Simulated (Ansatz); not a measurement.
Input:

SnPd:
```
CELL_PARAMETERS angstrom
      5.72052     0.00000     0.00000
     -2.86026     4.95411     0.00000
      0.00000     0.00000     4.47660
ATOMIC_POSITIONS crystal
  Pd 0.00000 0.50000 0.00000
  Pd 0.50000 0.00000 0.00000
  Pd 0.50000 0.50000 0.00000
  Sn 0.66667 0.33333 0.50000
  Sn 0.33333 0.66667 0.50000
  Sn 0.00000 0.00000 0.00000
```

This is the PBE-relaxed structure.

**Question.** All from PBE (plane waves, PAW; program Ansatz), unless another level is named. Estimate the formation energy from the elements (no fitted shifts).

**Answer.** -0.41 eV/atom.

**Question.** Give the density of states at the Fermi level.

**Answer.** 0.62 states/eV per atom (mean over ±0.08 eV).

Space group P6/mmm. The start of the workflow was typed in or built on a structure type; neither database checked (COD, Materials Project) lists it. COD files the formula under space group No. 62, 194. Whether it is the stable phase at ambient conditions was not checked. Symmetry was held in the PBE relaxation; whether a distortion lowers the energy is not shown. The run is not spin-polarised. The references are the lowest solids computed at this level, not always the standard phases. Scalar-relativistic: spin–orbit coupling is off unless named, which matters more the heavier the elements.

Potentials: the earlier of the program's two PAW sets.
